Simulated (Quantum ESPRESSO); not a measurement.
```xyz
2
Lattice="0.0000 2.3864 2.3864 2.3864 0.0000 2.3864 2.3864 2.3864 0.0000" Properties=species:S:1:pos:R:3 pbc="T T T"
Na     0.0000     0.0000     0.0000
H      2.3864     2.3864     2.3864
```
The geometry is a computed Materials Project entry, not a measured one. It is NaH in Fm-3m; whether this form has been observed was not checked. Stability against distortions was not tested.

With PBE (σ by GIPAW in a modified build of Quantum ESPRESSO; JTH PAW datasets, 30 Ha):

```json
[
 {"quantity": "σ_iso Na (ppm)", "PBE": "533.0"}
]
```

These are absolute shieldings with no macroscopic susceptibility term; δ = σ_ref − σ needs a reference computed alike. By our sweeps, such settings leave a few ppm in absolute σ. The datasets of Na hold no d projectors, which limits absolute σ on these atoms. Static lattice: thermal averaging is not included.

What does the LDA, on its own JTH datasets and the same geometry, give?


```json
[
 {"quantity": "σ_iso Na (ppm)", "LDA": "524.2", "LDA − PBE": "-8.7"}
]
```
